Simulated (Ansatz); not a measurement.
Consider the following.

BaZrO$_{3}$:
```
CELL_PARAMETERS angstrom
      4.18066     0.00000     0.00000
      0.00000     4.18066     0.00000
      0.00000     0.00000     4.18066
ATOMIC_POSITIONS crystal
  Ba 0.00000 0.00000 0.00000
  Zr 0.50000 0.50000 0.50000
  O  0.50000 0.00000 0.50000
  O  0.00000 0.50000 0.50000
  O  0.50000 0.50000 0.00000
```

This is the PBEsol-relaxed structure.

Problem. All from the program Ansatz at the PBEsol level (PAW), unless another level is named. Estimate the Debye temperature from the elastic constants.

Solution. 534 K.

Problem. Give the elastic constants (relaxed ions, GPa).

Solution. C11 = 323, C12 = 82.6, C44 = 85.3.

Space group Pm-3m (cubic perovskite). The cell was relaxed with PBEsol under the symmetry of its start. The run is not spin-polarised. Scalar-relativistic: spin–orbit coupling is off unless named, which matters more the heavier the elements.

Potentials: the later of the program's two PAW sets.
